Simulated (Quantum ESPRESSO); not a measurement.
# Planted mistakes on one cell of Zn2AlO3F

Calculated results; nothing here was measured. They come from pw.x of Quantum ESPRESSO 7.5, a plane-wave density functional program, with PseudoDojo standard norm-conserving files (v0.5 for PBE, v0.4.1 for LDA and PBEsol). The cells are made up: elements, strain and atom displacements were drawn at random, and nothing was relaxed. There is no spin polarisation, spin-orbit coupling or dispersion term.

The cell has 8 sites of a zincblende or diamond lattice. Sites 1 to 4 hold Zn Al empty Zn; sites 5 to 8 hold O O F O. Cell vectors in Å: (4.665, 0.059, 0.029); (0.059, 4.679, -0.011); (0.029, -0.011, 4.560). Settings: PBE, cutoff 1143 eV, 4 x 4 x 4 k mesh shifted by half a step, Fermi-Dirac smearing of 0.025 eV.

The intended run has a self-consistency threshold of 1e-07 eV, a smearing term of 0.000 eV, a pressure of -11.21 GPa and 12 iterations. Each further run changes one thing: atoms of sites 4 and 6 exchanged; cutoff 647 eV; k mesh 1 x 1 x 1; one electron removed; smearing 0.59 eV; threshold 0.08 eV. A coarse mesh keeps the shift, and a charged cell sits in a uniform background.

| run | change of free energy (eV) | smearing term -TS (eV) | change of P (GPa) | largest change of a force component (eV/Å) | iterations |
| --- | --- | --- | --- | --- | --- |
| A | 29.907 | 0.000 | -264.26 | 0.225 | 11 |
| B | 1.146 | 0.000 | 1.46 | 0.253 | 11 |
| C | 0.011 | 0.000 | 0.67 | 0.251 | 5 |
| D | 10.377 | -0.011 | 17.88 | 9.563 | 14 |
| E | -4.644 | -0.020 | -17.82 | 0.592 | 14 |
| F | -0.264 | -0.879 | 1.29 | 0.193 | 11 |

A rerun of the intended cell at 1437 eV and k mesh 6 x 6 x 6 moved values by no more than 0.002 eV in the cell's energy, 0.03 GPa in stress and 0.002 eV/Å in force.

Question: which change belongs to which run?

## Worked reading

Run C has the fewest iterations, as a run stopped early does. Run F has the largest smearing term, as wide smearing gives. Run A has a higher energy and the largest fall in pressure, as too small a basis gives. Energies from files of another functional, or of a charged cell, have another zero and say nothing on stability; the pressure of a charged cell rests on the program's zero of potential too.

## Key

| run | change |
| --- | --- |
| A | cutoff 647 eV |
| B | k mesh 1 x 1 x 1 |
| C | threshold 0.08 eV |
| D | atoms of sites 4 and 6 exchanged |
| E | one electron removed |
| F | smearing 0.59 eV |